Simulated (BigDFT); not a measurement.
Input and output of a self-consistent single point for the molecule C₂Br₃Cl (BigDFT).

Method: LDA (Teter-Pade), Daubechies wavelet basis, HGH (Krack) norm-conserving potentials made for LDA, isolated boundary conditions (BigDFT 1.9.6).

```xyz
6

Cl    -1.1909    -1.8028     0.4046
C     -0.6489    -0.1595     0.1778
Br    -1.9955     1.1205     0.4632
C      0.6215     0.1302    -0.1691
Br     1.9545    -1.1740    -0.4497
Br     1.2593     1.8857    -0.4268
```

Reference input (self-consistent single point, DFT, LDA (Teter-Pade), Daubechies wavelet basis, HGH (Krack) norm-conserving potentials made for LDA, isolated boundary conditions): basis = Daubechies wavelets; dft.hgrids = 0.35 bohr; dft.rmult = 5 8; dft.ixc = 1; potentials = built-in HGH-K LDA; boundary_conditions = free; dft.gnrm_cv = 1e-05; dft.itermax = 80; dft.idsx = 6; dft.nrepmax = 3. This run's input differs from it in these lines:

```diff
@@ -3,3 +3,3 @@
   hgrids: 0.35
-  rmult: [5, 8]
+  rmult: [5, 4]
   ixc: 1
```

Output, abridged:

```
  #------------------------------------------------------------------- Self-Consistent Cycle
 Ground State Optimization:
 - Hamiltonian Optimization: &itrp001
   - Subspace Optimization: &itrep001-01
       Wavefunctions Iterations:
 iter:  1, EKS: -6.64598162528246661E+01, gnrm:  1.69E-01, D:  4.42E-01,
 iter:  2, EKS: -6.66952121457976119E+01, gnrm:  6.75E-02, D: -2.35E-01,
 iter:  3, EKS: -6.67305111946204619E+01, gnrm:  2.88E-02, D: -3.53E-02,
 iter:  4, EKS: -6.67444777143144279E+01, gnrm:  1.44E-02, D: -1.40E-02,
 iter:  5, EKS: -6.67462140998868136E+01, gnrm:  6.91E-03, D: -1.74E-03,
   [... lines left out ...]
 iter:  11, EKS: -6.67470590743142225E+01, gnrm:  1.91E-04, D: -2.38E-06,
 iter:  12, EKS: -6.67470599075048909E+01, gnrm:  1.18E-04, D: -8.33E-07,
 iter:  13, EKS: -6.67470602806963171E+01, gnrm:  7.06E-05, D: -3.73E-07,
 iter:  14, EKS: -6.67470604191926640E+01, gnrm:  3.79E-05, D: -1.38E-07,
 iter:  15, EKS: -6.67470604525332902E+01, gnrm:  2.29E-05, D: -3.33E-08,
 iter:  16, EKS: -6.67470604645463368E+01, gnrm:  1.23E-05, D: -1.20E-08,
 iter:  17, EKS: -6.67470604680961799E+01, gnrm:  7.36E-06, D: -3.55E-09,
       -  &FINAL001  { #---------------------------------------------------------- iter: 18
 iter:  18, EKS: -6.67470604696507053E+01, gnrm:  7.36E-06, D: -1.55E-09,  #FINAL
        #Eigenvalues and New Occupation Numbers
       Orbitals: [
   [... 15 lines left out ...]
 Last Iteration                        : *FINAL001
  #---------------------------------------------------------------------- Forces Calculation
 Total electronic charge               :  35.999999952850
 Electric Dipole Moment (AU):
   P vector                            :  [  2.423535E-02,  1.038786E-01, -2.212234E-02 ]
   norm(P)                             :  1.08938128E-01
 Electric Dipole Moment (Debye):
   P vector                            :  [  6.16001E-02,  2.640331E-01, -5.622936E-02 ]
   norm(P)                             :  2.76893076E-01
 BigDFT infocode                       :  0
   [... lines left out ...]
 -  {C: [ 1.558896069873E-03,  2.745571062364E-03,  6.935770102337E-04]} # 0004
 -  {Br: [-1.364189572334E-02,  5.658988689024E-03,  2.764041954803E-03]} # 0005
 -  {Br: [-9.624659882705E-03, -1.091232488212E-02,  2.576861062278E-03]} # 0006
 Energy (Hartree)                      : -6.67470604696507053E+01
 Force Norm (Hartree/Bohr)             :  3.73932932507482912E-02
```

The run converged in 18 iterations. Against the reference run the free energy goes up by 6.0 meV/atom and the largest force goes from 1.265 to 1.245 eV/Å.

The grid can part forces that symmetry would make equal. Forces above 1 eV/Å remain at this geometry. This run is one point of a test of settings, so its values need not be converged; read them against the reference run alone. The geometry comes from a cheaper method or was typed, in some cases with atoms then moved at random; it is not relaxed at this level, and the species need not be a known compound. A coarse multiplier of 5 or less cuts the tails of heavy atoms' orbitals, which raises levels.

Cost on one core: very roughly 50 core-seconds.
